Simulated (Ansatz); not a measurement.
A geometry of Au away from equilibrium: step 6 of the relaxation of a relaxed Au cell, doubled along one cell vector, shaken by Gaussian noise of σ = 0.08 Å a coordinate. Computed with r2SCAN (plane waves to 500 eV, PAW, scalar-relativistic; Ansatz, a program for electronic structure). Γ-centred k-mesh 9×9×5 on the run's cell (coarser than for final values), Fermi–Dirac smearing 0.05 eV. The plane waves were selected for a different cell earlier on the path.

```xyz
4
Lattice="-0.0845 2.8364 2.9286 2.9150 -0.0933 2.9375 5.9141 5.7746 -0.2707" Properties=species:S:1:pos:R:3 pbc="T T T"
Au     4.7471     4.7012     4.8157
Au     7.0158     6.9337     3.4390
Au     3.0699     3.0821     3.5098
Au     5.3834     5.2992     2.1192
```

Task: Give the Cartesian forces on all atoms (eV/Å).

Result: 
```csv
atom,Fx,Fy,Fz
Au1,0.42,0.53,-0.49
Au2,0.44,0.21,-0.36
Au3,-0.24,-0.32,0.32
Au4,-0.62,-0.42,0.53
```

The path ends in Fm-3m (No. 225) (fcc (Cu type)). No spin polarisation in the result.

Of the parent cell (Fd-3m (No. 227)): it is a generated cell of Au: the first start was made by placing the elements on the sites of a structure type, and the end was not matched to a known phase here, so it may be hypothetical. Known forms of Au include space group No. 225.
